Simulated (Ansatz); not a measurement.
Consider the following.

Hf₃Si₂:
Space group P4/mbm (No. 127); a = b = 6.9947 Å, c = 3.6679 Å, α = β = γ = 90.00°

```tsv
atom	site	symmetry	x	y	z
Hf	4h	m.2m	0.3269	0.1731	0.5000
Hf	2a	4/m..	0.0000	0.0000	0.0000
Si	4g	m.2m	0.1237	0.3763	0.0000
```

This is the r²SCAN-relaxed structure.

Question: All from plane-wave PAW r²SCAN (Ansatz code), unless another level is named. Predict the electronic character.

Answer: metallic (no gap).

Question: What about the density of states at the Fermi level?

Answer: 0.62 states/eV per atom (mean over ±0.08 eV).

Question: Next, the formation energy from the elements (no fitted shifts)?

Answer: -0.84 eV/atom.

The workflow started from a Materials Project entry (that database holds measured and hypothetical structures alike); the Crystallography Open Database copy checked does not list it. Whether it is the stable phase at ambient conditions was not checked. The r²SCAN relaxation kept the symmetry of its start; whether a distortion lowers the energy is not shown. No spin polarisation was allowed. The references are the lowest solids computed at this level, not always the standard phases. Spin–orbit coupling is left out wherever it is not named.

Potentials: the later of the program's two PAW sets.
